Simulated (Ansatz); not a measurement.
PtCl2:
```yaml
crystal:
  lattice:
    - [3.46593, 0.00000, 0.00000]
    - [0.00000, 10.59490, 0.00000]
    - [0.00000, 0.00000, 3.40844]
  atoms:
    - { symbol: Pt, position: [0.00000, 0.00000, 0.50000] }
    - { symbol: Pt, position: [0.50000, 0.50000, 0.00000] }
    - { symbol: Cl, position: [0.93841, 0.85811, 0.00000] }
    - { symbol: Cl, position: [0.06159, 0.14189, 0.00000] }
    - { symbol: Cl, position: [0.43841, 0.64189, 0.50000] }
    - { symbol: Cl, position: [0.56159, 0.35811, 0.50000] }
```

Plane-wave PAW LDA (Ansatz code) gives a gap of 0.50 eV without spin–orbit coupling, maximum at Γ, minimum on the Γ–Z line, 56 % of the way from Γ.

Task: What happens when spin–orbit coupling is switched on?

Result: The gap increases by 0.03 eV, to 0.53 eV; maximum at U, minimum on the Γ–Z line, 56 % of the way from Γ.

Task: Give the electron effective mass with spin–orbit coupling.

Result: 0.35, 0.65, 4.1 mₑ (principal values).

Task: Give the hole effective mass with spin–orbit coupling.

Result: 0.30, 2.9, 5.4 mₑ (principal values).

Space group Pnnm. The workflow started from a Materials Project entry (that database holds measured and hypothetical structures alike); the Crystallography Open Database copy checked does not list it. COD files the formula under space group No. 166, so this cell is another polymorph or a model. Whether it is the stable phase at ambient conditions was not checked. Symmetry was held in the LDA relaxation; whether a distortion lowers the energy is not shown. The run is not spin-polarised. A crystal of weakly bound chains computed without a dispersion correction: the cell and the soft elastic constants depend strongly on that.

Potentials: the later of the program's two PAW sets.
